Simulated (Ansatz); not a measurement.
NbRu (rock salt), relaxed and computed with several functionals in Ansatz (plane waves, PAW).

```tsv
functional	a (Å)	ΔH_f (eV/atom)	B₀ by P(V) fit (GPa)
r²SCAN	5.163	0.34	200
PBEsol	5.134	0.43	206
PBE	5.194	0.37	188
```

Typed or built starts, not in the databases checked: NbRu, rock salt. Unstable at this level: NbRu, rock salt with r²SCAN; NbRu, rock salt with PBEsol. All cells were relaxed under the symmetry of their starts (and spin orders); stability against distortions was not tested throughout. Rows with no word on spin ran without spin polarisation. Scalar-relativistic: spin–orbit coupling is off unless named, which matters more the heavier the elements.

Potentials: the later of the program's two PAW sets.

Ansatz (an electronic-structure program) is a plane-wave DFT program.

Formation energies count from the lowest solids of the elements computed at the same level, not from gases.
